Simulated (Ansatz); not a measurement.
BeS:
```xyz
4
Lattice="3.4339 0.0000 0.0000 -1.7169 2.9738 0.0000 0.0000 0.0000 5.6609" Properties=species:S:1:pos:R:3 pbc="T T T"
Be     0.0000     1.9825     5.6580
S      1.7169     0.9913     0.7106
Be     1.7169     0.9913     2.8275
S      0.0000     1.9825     3.5411
```

Tensor components refer to the Cartesian frame of this cell.

**Question.** Give the proper piezoelectric stress tensor with relaxed ions from r²SCAN (plane waves, PAW; program Ansatz).

**Answer.** In C/m², rows x, y, z, Voigt columns; mesh uncertainty up to 0.00.
```
 0.00   0.00   0.00   0.00  -0.09   0.00
 0.00   0.00   0.00  -0.09   0.00   0.00
-0.09  -0.09   0.31   0.00   0.00   0.00
```

The elastic tensor of the same run (GPa):

```json
[
 {"": "1", "1": "196", "2": "55.5", "3": "36.2", "4": "0.0", "5": "0.0", "6": "0.0"},
 {"": "2", "1": "55.5", "2": "196", "3": "36.2", "4": "0.0", "5": "0.0", "6": "0.0"},
 {"": "3", "1": "36.2", "2": "36.2", "3": "226", "4": "0.0", "5": "0.0", "6": "0.0"},
 {"": "4", "1": "0.0", "2": "0.0", "3": "0.0", "4": "58.2", "5": "0.0", "6": "0.0"},
 {"": "5", "1": "0.0", "2": "0.0", "3": "0.0", "4": "0.0", "5": "58.2", "6": "0.0"},
 {"": "6", "1": "0.0", "2": "0.0", "3": "0.0", "4": "0.0", "5": "0.0", "6": "70.3"}
]
```

**Question.** Convert to strain constants d = e·S.

**Answer.** In pC/N:
```
 0.0   0.0   0.0   0.0  -1.5   0.0
 0.0   0.0   0.0  -1.5   0.0   0.0
-0.6  -0.6   1.6   0.0   0.0   0.0
```

Space group P6_3mc (wurtzite). The start of the workflow was typed in or built on a structure type; neither database checked (COD, Materials Project) lists it. COD files the formula under space group No. 216, so this cell is another polymorph or a model. Whether it is the stable phase at ambient conditions was not checked. The cell was relaxed with r²SCAN under the symmetry of its start; whether a distortion lowers the energy is not shown.

Potentials: the earlier of the program's two PAW sets.
